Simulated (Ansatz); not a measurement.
## How far is PAW off for LaPb3?

```yaml
crystal:
  lattice:
    - [4.90600, 0.00000, 0.00000]
    - [0.00000, 4.90600, 0.00000]
    - [0.00000, 0.00000, 4.90600]
  atoms:
    - { symbol: La, position: [0.00000, 0.00000, 0.00000] }
    - { symbol: Pb, position: [0.00000, 0.50000, 0.50000] }
    - { symbol: Pb, position: [0.50000, 0.00000, 0.50000] }
    - { symbol: Pb, position: [0.50000, 0.50000, 0.00000] }
```

Atoms are numbered in the order listed.

The conventional cell has a = 4.906 Å, b = 4.906 Å, c = 4.906 Å, α = 90.00°, β = 90.00°, γ = 90.00°. La (atom 1) is surrounded by 12 Pb at 3.47 Å. Pb (atom 2) has 4 La at 3.47 Å and 8 Pb at 3.47 Å as nearest neighbours.

The cell is COD entry 1538830, as deposited and not checked against the literature; nothing was relaxed.

Spin–orbit coupling is left out, though it moves levels of the heavy atoms by tenths of an eV or more.

Levels of theory: DFT, PBEsol, PAW with Ansatz's default frozen-core files, scalar-relativistic (Ansatz 0.2.0); DFT, PBEsol, all-electron PAW with datasets made for the crystal, scalar-relativistic (Ansatz 0.2.0); DFT, PBEsol, all-electron LAPW, scalar-relativistic (Ansatz 0.2.0).

For PAW: a Γ-centred 7×7×7 k mesh, Fermi–Dirac smearing of 0.05 eV, cutoff 420 eV, no spin polarisation; the PAW files were made with PBE, and the program remakes their frozen cores for this functional. The crystal-made all-electron datasets (AE datasets) take a cutoff of 260 eV at this cell. LAPW targets a basis error of 1 meV/atom. The Ansatz runs share mesh, smearing and spin set-up. Plane-wave (PAW) pressures include the program's estimate of the Pulay term.

Stress and pressure are positive in compression.

No spin–orbit coupling: at heavy atoms the gradients can be off by tens of per cent for that reason.

In a metal, gradients converge slowly with the k mesh: the values move by tens of per cent from one mesh to another, at times in sign, so only the comparison on one mesh counts.

Levels count from the Fermi level.

```json
{"quantity": "pressure (GPa)", "PAW": "-0.84", "AE datasets": "-0.82", "LAPW": "-0.82"}
{"quantity": "highest filled level at X (eV)", "PAW": "-0.237", "AE datasets": "-0.238", "LAPW": "-0.238"}
{"quantity": "lowest empty level at X (eV)", "PAW": "0.096", "AE datasets": "0.096", "LAPW": "0.096"}
{"quantity": "highest filled level at Γ (eV)", "PAW": "-2.373", "AE datasets": "-2.374", "LAPW": "-2.374"}
{"quantity": "lowest empty level at Γ (eV)", "PAW": "0.774", "AE datasets": "0.778", "LAPW": "0.778"}
{"quantity": "largest principal field gradient Vzz at Pb2 (10²¹ V/m²)", "PAW": "34.41", "AE datasets": "34.43", "LAPW": "–"}
```
